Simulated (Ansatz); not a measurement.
**Cs2HgAuBr6: settings compared (Ansatz)**

input.yaml:

```yaml
crystal:
  lattice:
    - [0.0, 5.564942, 5.564942]
    - [5.564942, 0.0, 5.564942]
    - [5.564942, 5.564942, 0.0]
  atoms:
    - { symbol: Hg, position: [0.0, 0.0, 0.0] }
    - { symbol: Au, position: [0.5, 0.5, 0.5] }
    - { symbol: Cs, position: [0.25, 0.25, 0.25] }
    - { symbol: Cs, position: [0.75, 0.75, 0.75] }
    - { symbol: Br, position: [0.25055, 0.74945, 0.25055] }
    - { symbol: Br, position: [0.25055, 0.74945, 0.74945] }
    - { symbol: Br, position: [0.74945, 0.25055, 0.74945] }
    - { symbol: Br, position: [0.74945, 0.25055, 0.25055] }
    - { symbol: Br, position: [0.25055, 0.25055, 0.74945] }
    - { symbol: Br, position: [0.74945, 0.74945, 0.25055] }
  symmetry: { tolerance: 0.0003 }
kpoints:
  mp_grid: { grid: [3, 3, 3], shift: [0, 0, 0] }
magnetization:
  spin_polarized: false
scf:
  occupations: { method: fermi_dirac }
hamiltonian:
  pseudopotentials: { kind: paw }
  xc: pbesol
basis:
  ecutwfc: 420
output:
  forces: true
  stress: true
  eigenvalues: true
  write_density: true
  write_potential: true
  elf: true
  volumetric_format: npy
```

Run with:

```bash
ansatz run input.yaml --threads 1 --pin off --max-ram 2560MiB --backend cpu --events-out ev --progress --plain --runs-dir out
```

Origin of the cell: a known structure type with other elements, at an estimated volume, so it need not be a known compound.

The smearing width isn't typed, so it takes its default of 0.1 eV.

Output of this run (shortened):

```
Pseudopotentials: kind: paw
Pseudopotential: Hg, paw, valence charge 20, recommended cutoff 420 eV (normal), Hg.paw.azcp
Pseudopotential: Au, paw, valence charge 19, recommended cutoff 420 eV (normal), Au.paw.azcp
Pseudopotential: Cs, paw, valence charge 9, recommended cutoff 420 eV (normal), Cs.paw.azcp
Pseudopotential: Br, paw, valence charge 7, recommended cutoff 420 eV (normal), Br.paw.azcp
Functional definition: PBEsol
  exchange = pbesol_x
  correlation = pbesol_c
Crystal: 10 atoms, lattice volume = 344.677 Å³
Basis set: ecut = 420 eV, 6735 PW (Γ), exchange–correlation on 108×108×108 points (8 copies of the dense FFT grid, shifted against one another)
Bands: 60, of which v1, the nominal top of the filled ones, is band 50 counted from 1 (49 counted from 0)
Symmetry: 48 space group operations
Space group: Fm-3m (ITA 225), of the structure as read, at distance tolerance 2.1e-3 Å
k-points: 4 of 27
[… 12 lines left out …]
Initial density: superposition of atomic densities (neutral atoms: chi_scale 0, normalization atom), corrected by the library's trained network
Functional: x = pbesol(κ = 0.804, μ = 0.123457), c = pbesol(β = 0.046)
SCF iter   1: F=—  HF=-54274.558334 eV  Δρ=2.32e-3  dr2=2.02e-2  defer=2
SCF iter   2: F=—  HF=-54274.560079 eV  Δρ=1.25e-3  dr2=7.94e-3  defer=4
SCF iter   3: F=—  HF=-54274.557923 eV  Δρ=4.22e-4  dr2=7.65e-4  defer=4
SCF iter   4: F=—  HF=-54274.557743 eV  Δρ=1.20e-4  dr2=1.32e-4  defer=4
SCF iter   5: F=—  HF=-54274.557714 eV  Δρ=6.14e-5  dr2=2.15e-5  defer=4
SCF iter   6: F=—  HF=-54274.557612 eV  Δρ=3.65e-5  dr2=9.24e-6  defer=4
SCF iter   7: F=—  HF=-54274.557610 eV  Δρ=1.54e-5  dr2=1.40e-6  defer=4
SCF iter   8: F=-54274.557610 eV  HF=-54274.557610 eV  Δρ=2.60e-6  dr2=2.91e-8
SCF 1 converged in 8 iterations: F = -54274.557610 eV  dr2 = 2.91e-8
SCF converged after 8 iterations
Free energy (F): -54274.557610 eV
Harris-Foulkes:  -54274.557610 eV  (|F-HF|=2.25e-8)
Internal energy: -54274.443905 eV  (E = F + TS)
E sigma→0 (E₀):  -54274.500757 eV
Entropy (-TS):   -0.113705 eV (-11.371 meV/atom)
Fermi energy:    4.192434 eV
--- Per-component energies (eV) ---
  E_band       = -1229.982182
  E_kinetic    = 2284.531131
  E_local      = -9939.129013  (includes V_loc(G=0)·N_el)
  E_nonlocal   = 642.022555
  E_hartree    = 4054.127707
  E_xc         = -2354.043605
  E_vxc        = -1403.959681  (∫ρ·V_xc dr)
  E_paw        = -42551.854514  (= ΣΔE_a)
  E_vpaw       = -921.699451  (= ΣTr[D̂ρ^β])
  E_aug_tail   = 0.002433  (compensation charges beyond the density's cutoff)
  E_ewald      = -6411.580672
  E_core_change = 1.480072  (= ΣΔE_core)
  E_smearing   = -0.113705  (= −TS)
  Σ components = -54274.557610   (vs F -54274.557610, Δ=0.00e0)
--- Forces (eV/Å), atoms counted from 1 ---
  atom   1  Hg    -0.000000     0.000000    -0.000000
  atom   2  Au     0.000000     0.000000     0.000000
[… 3 lines left out …]
  atom   6  Br    -0.351445    -0.000000     0.000000
  atom   7  Br     0.000000    -0.351445     0.000000
  atom   8  Br     0.351445     0.000000    -0.000000
  atom   9  Br     0.000000    -0.000000     0.351445
  atom  10  Br     0.000000     0.000000    -0.351445
  max |Σ_I F_I| component: 1.11e-16 eV/Å
--- Stress (GPa, compression-positive) ---
       -1.924126      -0.000000       0.000000
        0.000000      -1.924126       0.000000
        0.000000       0.000000      -1.924126
  P = ⅓ Tr σ = -1.9241 GPa (-19.241 kbar)
```

The same input was run again with these changes:

1. `hamiltonian.hubbard` default → { sites: [{ species: Au, l: d, u_eff: 4.0 }], double_counting: fll }; `kpoints.mp_grid.grid` [3, 3, 3] → [2, 2, 2]
2. `basis.xc_grid` default → 3; `scf.occupations.method` fermi_dirac → cold; `scf.occupations.width` default → 0.001
3. `scf.occupations.width` default → 0.2
4. `hamiltonian.dispersion` default → d3bjatm

```tsv
run	end	SCF iterations	P (GPa)	max force component (eV/Å)	moment (μB)	ΔE(σ→0) (meV/atom)
base	converged	8	-1.92	0.351	–	0
1	converged	9	-1.96	0.152	–	–
2	converged	23	-1.94	0.348	–	4.31
3	converged	7	-1.85	0.355	–	-2.43
4	converged	8	-2.92	0.351	–	–
```

Energies are compared only where functional, datasets, charge and starting cell are the same.

Not properties of the system: run 1 (too coarse or loose: `kpoints.mp_grid.grid` = [2, 2, 2]).

Caveats of the base run: no moments, though an odd count or open d shells may carry them; no spin-orbit coupling, though heavy elements are present; the k mesh is coarse if the cell is a metal.

Run 3: wide smearing.

The base run ran for 11 s of wall time on 1 CPU thread(s) of a shared host, from the program's own first density.
